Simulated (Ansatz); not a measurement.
Input:

FeBiO3:
```xyz
10
Lattice="-2.9678 3.6647 3.2379 2.9678 -3.6647 3.2379 2.9678 3.6647 -3.2379" Properties=species:S:1:pos:R:3 pbc="T T T"
Bi     0.0000     5.4970     0.8554
Fe     2.9678     0.0000     0.3612
O      2.9678     1.8323    -0.2019
O      1.3973     3.6647     1.4238
O      1.5705     0.0000     4.6618
Bi     0.0000     1.8323     0.8554
Fe     0.0000     0.0000     3.5991
O      0.0000     1.8323     3.0360
O      1.3973     0.0000     1.4238
O      4.5383     0.0000     1.4238
```
Starting moments (μB, in the order of the atoms Bi Fe O O O Bi Fe O O O): 0.0 3.7 0.0 -0.2 -0.2 0.0 -3.7 0.0 0.2 0.2.

This is the PBE-relaxed structure. Tensor components refer to the Cartesian frame of this cell.

Task: All from DFT-PBE in the program Ansatz with PAW potentials, unless another level is named. Predict the smallest direct gap on the standard path.

Result: 1.08 eV.

Task: Give the electron effective mass.

Result: 2.6, 3.3, 8.3 mₑ (principal values).

Task: Next, the conduction-band minimum?

Result: at S (k = 0.000, 0.500, 0.500) (2 equivalent valleys).

Space group Amm2. The start of the workflow was typed in or built on a structure type; neither database checked (COD, Materials Project) lists it. It is not the phase usual at ambient conditions (space group No. 161). The cell was relaxed with PBE under the symmetry of its start, as lowered by the spin order; whether a distortion lowers the energy is not shown. Spin order of the final state: antiferromagnetic, chosen from 5 collinear starts compared on coarse meshes (ties went to the first, and starts can fall back to one state), not a proven ground state. No Hubbard U is applied. Point labels and valley counts follow the cell and symmetry of the run, lower than the named group. Scalar-relativistic: spin–orbit coupling is off unless named, which matters more the heavier the elements.

Potentials: the later of the program's two PAW sets.
